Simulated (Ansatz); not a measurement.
CsHO in space group Cmc2_1 (No. 36; Cs on 4a, H on 4a, O on 4a), r²SCAN (plane waves, PAW; program Ansatz), all energies at zero smearing, with the estimated change up to a 700 eV cutoff added, with one set of potentials and settings (totals compare only within such a set). Cell of 6 atoms (2 Cs, 2 H, 2 O): -12544.146 eV.

```json
[
 {"element": "Cs", "reference phase": "Im-3m, 1 atoms in the cell", "E (eV/atom)": "-5685.9274"},
 {"element": "H", "reference phase": "P2_12_12_1, 8 atoms in the cell", "E (eV/atom)": "-15.9458"},
 {"element": "O", "reference phase": "C2/m, 4 atoms in the cell, spin-polarised", "E (eV/atom)": "-566.0281"}
]
```

Formation energy per atom, worked out: (-12544.146 − 2×(-5685.9274) − 2×(-15.9458) − 2×(-566.0281))/6 = -1.391 eV/atom (-134 kJ per mol of atoms), at 0 K, without zero-point energy or fitted corrections.

The workflow started from a Materials Project entry (that database holds measured and hypothetical structures alike); the Crystallography Open Database copy checked does not list it. Its standing as an ambient phase is unchecked. Symmetry was held in the r²SCAN relaxation; whether a distortion lowers the energy is not shown. The references are the lowest solids computed at this level, not always the standard phases (solids in place of the gases). Spin–orbit coupling is left out wherever it is not named.

Potentials: the later of the program's two PAW sets.
